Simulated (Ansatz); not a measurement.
Q: Bulk modulus by a P(V) fit from LDA minus that from PBEsol (% of the latter), each on its own relaxed cell (Ansatz, a quantum-chemistry and plane-wave program, plane waves, PAW; no spin–orbit coupling, no Hubbard U), over 26 phases of the class «nitrides»: what sign and size do you expect?

A: Mean 7 %, median 6 %, mean absolute 7 %; eight in ten lie between 4 and 10 %, and 100 % are above zero.

Some cases that may be named, with their rank among the 26 from the lowest: AlSiCN, P3m1 (Al on 1b, Si on 1c, C on 1b, N on 1c) 4 % (rank 1); Si3N4, P6_3/m (Si on 6h, N on 2c, N on 6h) 4 % (rank 2); RuN, zinc blende 6 % (rank 12); Hf2N, anti-rutile 6 % (rank 13); InGaN2, P3m1 (In on 1a, Ga on 1c, N on 1c, N on 1a) 8 % (rank 22); Ca3BiN, anti-perovskite 11 % (rank 25).

The phases are those computed here (of each formula those with measured values and the lowest at some level), not a balanced benchmark, and neither functional is the truth. Pairs that end in unlike spin orders or unlike minima (c/a over 6 % apart, 30 % for weakly bound crystals), magnets with 4f shells, solids of gases and phases set aside for tests are left out.

Standing as an ambient phase not checked: AlSiCN, P3m1 (Al on 1b, Si on 1c, C on 1b, N on 1c); Hf2N, anti-rutile; RuN, zinc blende; InGaN2, P3m1 (In on 1a, Ga on 1c, N on 1c, N on 1a); Ca3BiN, anti-perovskite. Perhaps ordered models of mixed-site phases: InGaN2, P3m1 (In on 1a, Ga on 1c, N on 1c, N on 1a). All cells were relaxed under the symmetry of their starts (and spin orders); stability against distortions was not tested throughout. Named crystals with no word on spin ran without spin polarisation. Spin–orbit coupling is left out wherever it is not named.

Potentials: the later of the program's two PAW sets.

Ansatz is a plane-wave DFT program.
